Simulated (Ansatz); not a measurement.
The start is a relaxed KCl cell with every coordinate shifted by Gaussian noise of σ = 0.1 Å. The structure is fully relaxed (lattice and positions, P = 0) with PBE (plane waves to 420 eV, PAW, scalar-relativistic; Ansatz, an electronic-structure program). The first steps use a coarse 6×6×6 k-mesh.

The start:
```
KCl
1.0
    0.00000     3.19058     3.19058
    3.19058     0.00000     3.19058
    3.19058     3.19058     0.00000
Cl K
1 1
Cartesian
  0.00527   0.09076   0.04697
  3.43228   3.05682   3.13899
```

Energy released: 32 meV/atom
Relative to the parent: It returns to the parent structure, Fm-3m (No. 225)
Shortest distances (start → end): The closest pairs of elements (up to four, under 3.6 Å), start → end: Cl–K 2.96 → 3.19 Å
Band gap at the end: 5.05 eV, direct at Γ (no spin-orbit coupling)
Optimiser moves: 4

Final values are on a 9×9×9 k-mesh of the relaxed cell. No spin polarisation in the result.
